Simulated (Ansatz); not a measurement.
Mg₂BBrN₂:
```
CELL_PARAMETERS angstrom
      4.57200     3.30862     0.00000
     -4.57200     3.30862     0.00000
     -2.15400     0.00000     6.12325
ATOMIC_POSITIONS crystal
  Mg 0.86070 0.34498 0.83631
  Mg 0.13930 0.65502 0.16369
  Mg 0.34498 0.86070 0.66369
  Mg 0.65502 0.13930 0.33631
  B  0.11324 0.11324 0.25000
  B  0.88676 0.88676 0.75000
  Br 0.63067 0.63067 0.25000
  Br 0.36933 0.36933 0.75000
  N  0.95780 0.26753 0.17810
  N  0.04220 0.73247 0.82190
  N  0.26753 0.95780 0.32190
  N  0.73247 0.04220 0.67810
```

Relaxed with r²SCAN. Special points in fractions of this cell's reciprocal vectors: Γ (0.000, 0.000, 0.000); C (0.397, 0.397, 0.000); C2 (-0.397, 0.603, 0.000); Y2 (-0.500, 0.500, 0.000); M2 (-0.500, 0.500, 0.500); D (-0.328, 0.672, 0.500); D2 (0.328, 0.328, 0.500); A (0.000, 0.000, 0.500); L2 (0.000, 0.500, 0.500); V2 (0.000, 0.500, 0.000).

**Question.** List the band energies nearest the valence-band maximum at these points for r²SCAN (plane waves, PAW; program Ansatz).

**Answer.** In eV from the valence-band maximum; about four levels below and three above (degenerate sets whole), none deeper than 8.9 eV; points with the same levels are listed once.

```
k                     below                above
--  -----------------------  -------------------
Γ   -0.98 -0.76 -0.58 -0.45       3.97 6.30 6.31
C   -0.83 -0.70 -0.33 -0.15       5.39 6.41 6.62
Y2  -0.82 -0.69 -0.40 -0.14       5.70 5.82 6.73
M2  -0.64 -0.64 -0.54 -0.54  6.03 6.03 6.65 6.65
D   -0.83 -0.83 -0.41 -0.41  6.06 6.06 6.57 6.57
A   -0.90 -0.90 -0.39 -0.39  5.69 5.69 6.55 6.55
L2  -1.01 -0.64 -0.47 -0.26       5.16 6.09 6.75
V2  -0.85 -0.58 -0.57 -0.09       5.66 5.76 6.41
```

Space group C2/c. The workflow started from a Materials Project entry (that database holds measured and hypothetical structures alike); the Crystallography Open Database copy checked does not list it. Whether it is the stable phase at ambient conditions was not checked. The cell was relaxed with r²SCAN under the symmetry of its start; its stability against distortions is not shown here. Spin–orbit coupling is left out wherever it is not named.

Potentials: the later of the program's two PAW sets.
